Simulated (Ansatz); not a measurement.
Level of theory: DFT PBE, scalar-relativistic, plane waves, PAW in Ansatz 0.2.0. All cells share a 420 eV cutoff and Γ-centred k meshes spaced at most about 0.3 Å⁻¹ (about 0.25 or finer for metals, 2π included). No spin polarisation in the final relaxations.

Temperature and zero-point effects are left out.

Two relaxed structures of Hf3AlN4:

A.

```
Hf Al N
1.0
     3.17827   -4.46440    0.00000
     3.17827    4.46440    0.00000
     0.00000    0.00000    3.11847
Hf Al N
3 1 4
Direct
  0.00000 0.00000 0.00000
  0.00000 0.50000 0.50000
  0.50000 0.00000 0.50000
  0.50000 0.50000 0.00000
  0.73707 0.26293 0.00000
  0.72506 0.72506 0.50000
  0.27494 0.27494 0.50000
  0.26293 0.73707 0.00000
```

B.

```
Hf Al N
1.0
     4.49842    0.00000    0.00000
     0.00000    4.49842    0.00000
     0.00000    0.00000    4.49842
Hf Al N
3 1 4
Cartesian
  2.2492 0.0000 2.2492
  0.0000 2.2492 2.2492
  2.2492 2.2492 0.0000
  0.0000 0.0000 0.0000
  2.2492 2.2492 2.2492
  0.0000 2.2492 0.0000
  2.2492 0.0000 0.0000
  0.0000 0.0000 2.2492
```

Question: Which placement of the atoms is lower in energy, and by how much?

Answer: A is lower, by 55 meV/atom. The two share one framework of sites and differ in which element sits where. A has Hf and Al ordered on rock salt sites, space group Cmmm (No. 65), 11.1 Å³/atom and no gap on its mesh; B has Hf and Al ordered on rock salt sites, space group Pm-3m (No. 221), 11.4 Å³/atom and no gap. Counting N atoms around Al and Hf (those within 1.25 times the shortest such distance or 1.15 times the sum of covalent radii), A and B both have Hf 6, Al 6. In A, Hf on a site of symmetry mmm is surrounded by 6 N at 2.34–2.35 Å, 10 Hf at 3.12–3.15 Å and 2 Al at 3.18 Å; Al is surrounded by 6 N at 2.12 Å, 2 Al at 3.12 Å and 10 Hf at 3.15–3.18 Å; N on a site of symmetry m2m is surrounded by 1 Al at 2.12 Å and 5 Hf at 2.23–2.35 Å; 2 more sites not described. In B, Hf has 6 N at 2.25 Å, 4 Al at 3.18 Å and 8 Hf at 3.18 Å; Al is surrounded by 6 N at 2.25 Å and 12 Hf at 3.18 Å; N on a site of symmetry m-3m has 6 Hf at 2.25 Å; 1 more site not described. Both come from invented guesses. A third cell relaxed alike, in P4/mmm, lies 29 meV/atom below the lower of the two.

Spin–orbit coupling, which can matter for Hf, is left out. Cells relaxed within their symmetry can be saddle points.
